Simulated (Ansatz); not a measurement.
**How far is PAW off for TiSb?**

```
Ti Sb
1.0
     3.98973    0.00000    0.00000
    -1.99486    3.45521    0.00000
     0.00000    0.00000    6.18372
Ti Sb
2 2
Direct
  0.00000 0.00000 0.00000
  0.00000 0.00000 0.50000
  0.33333 0.66667 0.25000
  0.66667 0.33333 0.75000
```

Atoms are numbered in the order listed.

The structure comes from a relaxation in the same program, started in the NiAs type, and has space group P6_3/mmc. Whether it is a known phase or the ground state wasn't checked.

No spin–orbit coupling, which matters for the heavy atoms here.

All numbers are computed: DFT, PBEsol, PAW with Ansatz's default frozen-core files, scalar-relativistic (Ansatz 0.2.0); DFT, PBEsol, all-electron PAW with datasets made for the crystal, scalar-relativistic (Ansatz 0.2.0); DFT, PBEsol, all-electron LAPW, scalar-relativistic (Ansatz 0.2.0).

For PAW: a Γ-centred 12×12×7 k mesh, Fermi–Dirac smearing of 0.05 eV, cutoff 420 eV, no spin polarisation; the PAW files were made with PBE, and the program remakes their frozen cores for this functional. The crystal-made all-electron datasets (AE datasets) take a cutoff of 260 eV at this cell. LAPW targets a basis error of 1 meV/atom. The Ansatz runs share mesh, smearing and spin set-up. Plane-wave (PAW) pressures include the program's estimate of the Pulay term.

Stress and pressure are positive in compression.

No spin–orbit coupling: at heavy atoms the gradients can be off by tens of per cent for that reason.

In a metal, gradients converge slowly with the k mesh: the values move by tens of per cent from one mesh to another, at times in sign, so only the comparison on one mesh counts.

Levels count from the Fermi level.

```json
{"quantity": "pressure (GPa)", "PAW": "0.01", "AE datasets": "0.01", "LAPW": "0.01"}
{"quantity": "highest filled level at L (eV)", "PAW": "-0.152", "AE datasets": "-0.152", "LAPW": "-0.152"}
{"quantity": "lowest empty level at L (eV)", "PAW": "0.867", "AE datasets": "0.868", "LAPW": "0.868"}
{"quantity": "highest filled level at H (eV)", "PAW": "-1.995", "AE datasets": "-1.995", "LAPW": "-1.995"}
{"quantity": "lowest empty level at H (eV)", "PAW": "0.234", "AE datasets": "0.234", "LAPW": "0.234"}
{"quantity": "highest filled level at Γ (eV)", "PAW": "-0.008", "AE datasets": "-0.007", "LAPW": "-0.007"}
{"quantity": "lowest empty level at Γ (eV)", "PAW": "1.174", "AE datasets": "1.174", "LAPW": "1.175"}
{"quantity": "field gradient Vzz at Ti1 (10²¹ V/m²)", "PAW": "-5.81", "AE datasets": "-5.84", "LAPW": "–"}
{"quantity": "field gradient Vzz at Sb3 (10²¹ V/m²)", "PAW": "3.75", "AE datasets": "3.78", "LAPW": "–"}
```
